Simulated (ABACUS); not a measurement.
A self-consistent single point of SnTe (Fm-3m, 8 atoms in the cell; from Materials Project mp-1883, changed as shown).

```
CELL_PARAMETERS angstrom
      6.20985     0.00000     0.00000
      0.00000     6.20985     0.00000
      0.00000     0.00000     6.20985
ATOMIC_POSITIONS crystal
  Sn 0.00000 0.00000 0.00000
  Sn 0.00000 0.50000 0.50000
  Sn 0.50000 0.00000 0.50000
  Sn 0.50000 0.50000 0.00000
  Te 0.50000 0.00000 0.00000
  Te 0.50000 0.50000 0.50000
  Te 0.00000 0.00000 0.50000
  Te 0.00000 0.50000 0.00000
```

Method: ABACUS with LDA (PW92), numerical atomic orbitals SZP (confined pseudo-atomic orbitals with Gaussian additions; energy shift 0.01 Ry), PseudoDojo 0.4 standard norm-conserving LDA (tails mended) pseudopotentials.

ABACUS settings:

| setting | value |
|---|---|
| basis | SZP numerical atomic orbitals, energy shift 0.01 Ry |
| KPT | Gamma 4 4 4 0 0 0 |
| basis_type | lcao |
| dft_functional | PWLDA |
| ecutwfc | 100 Ry |
| smearing_method | fd |
| smearing_sigma | 0.00734986 Ry |
| potentials | PseudoDojo 0.4 standard norm-conserving LDA (tails mended) |
| symmetry | 1 |
| symmetry_prec | 1e-05 |
| ks_solver | genelpa |
| scf_nmax | 100 |
| scf_thr | 1.0e-06 |
| mixing_type | broyden |

Results:

Number of valence electrons: 120
Number of bands: 73
Number of k-points after the program's reduction: 10
Size of the basis: 168
Number of SCF iterations: 7
Free energy E − TS: -19933.9432 eV
Fermi level (on the code's own zero): 10.51 eV
Pressure: 0.70 GPa

Stress (GPa, positive for compression):
```
0.70  0.00  0.00
0.00  0.70  0.00
0.00  0.00  0.70
```

For comparison: a first run was changed to give this one (lattice scaled by 0.98), and from it to this one the free energy drops by 12.1 meV/atom and the pressure goes from -2.59 to 0.70 GPa.

The atom-centred basis is finite, which shifts total energies and pressures against plane waves. A single-zeta basis is rough, for pressures and forces above all. The structure comes from a collection of computed structures, made at another level of theory; the collection holds predicted forms beside known ones. Its lattice was then scaled. No clean gap shows at this smearing width and mesh (spacing up to 0.25 Å⁻¹); the mesh is coarse for partly filled bands, so the values carry mesh errors. Semi-local functionals can close small gaps.

Cost on one core: very roughly 12 core-seconds.

The atomic orbitals were generated for these runs; they are not ABACUS's published sets and were checked against plane waves on a few crystals only.

“Tails mended”: in these copies of the files the far tail of each local potential was reset to the Coulomb form.
